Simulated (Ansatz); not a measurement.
Relaxed HgTe (zinc blende):

```
CELL_PARAMETERS angstrom
      0.00000     6.65066     6.65066
      3.32533     0.00000     3.32533
      3.32533     3.32533     0.00000
ATOMIC_POSITIONS crystal
  Te 0.37500 0.75000 0.75000
  Te 0.87500 0.75000 0.75000
  Hg 0.00000 0.00000 0.00000
  Hg 0.50000 0.00000 0.00000
```

In each cell atom 2 (Te, nearest neighbour Hg at 2.880 Å; its periodic images, 4.7 Å or more away, move with it) moves by s·(0.000, 0.000, 1.000) (along Cartesian z), the rest being held.

Computed with PBE (plane waves to 420 eV, PAW, scalar-relativistic; Ansatz, a quantum-chemistry and plane-wave program). k mesh 5×10×10 (Γ-centred), Fermi-Dirac smearing 0.05 eV. The energy includes the smearing's −TS. With partly filled bands, energies and forces of such displacements shift with the k mesh and the smearing. At this level the bands of HgTe touch or barely overlap. HgTe was relaxed with its symmetry unable to fall. Spin-orbit coupling is left out, though Hg and Te are heavy. The relaxed volume of HgTe is well above the measured one; the method has no dispersion term. ΔE is measured from the undisplaced structure.

Estimate the ΔE (meV/cell) for s (Å) = -0.290, -0.232, -0.174, -0.116, -0.058, 0.058, 0.116, 0.174.


| s (Å) | ΔE (meV/cell) |
|---|---|
| -0.290 | 165 |
| -0.232 | 105 |
| -0.174 | 59 |
| -0.116 | 26 |
| -0.058 | 6 |
| 0.058 | 6 |
| 0.116 | 26 |
| 0.174 | 57 |

(A displaced cell: forces are minus the slopes of the energy, force constants its curvatures, and phonons follow from these.)
